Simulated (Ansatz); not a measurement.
Sb₂Ru in space group Pnnm (No. 58; Ru on 2a, Sb on 4g) at seven volumes, plane-wave PAW r²SCAN (Ansatz code), shape and atoms relaxed at each. One row is withheld.

| V (Å³/atom) | P (GPa) |
|---|---|
| 19.569 | ? |
| 20.214 | 8.91 |
| 20.859 | 4.07 |
| 21.504 | 0.00 |
| 22.149 | -3.41 |
| 22.794 | -6.26 |
| 23.440 | -8.64 |

Question: Fit the shown pressures and predict the withheld one.

Answer: Third-order Birch–Murnaghan: P = (3/2)B₀(x^(7/2) − x^(5/2))[1 + (3/4)(B′ − 4)(x − 1)] with x = (V₀/V)^(2/3). Least squares on the six rows gives V₀ = 21.504 Å³/atom, B₀ = 123.8 GPa, B′ = 4.90. At V = 19.569, x = 1.0649 and P = 14.72 GPa. The run itself gave 14.68 GPa.

The workflow started from an entry of the Crystallography Open Database (COD). Its standing as an ambient phase is unchecked. Symmetry was held in the r²SCAN relaxation; its stability against distortions is not shown here. No spin polarisation was allowed. Scalar-relativistic: spin–orbit coupling is off unless named, which matters more the heavier the elements.

Potentials: the later of the program's two PAW sets.
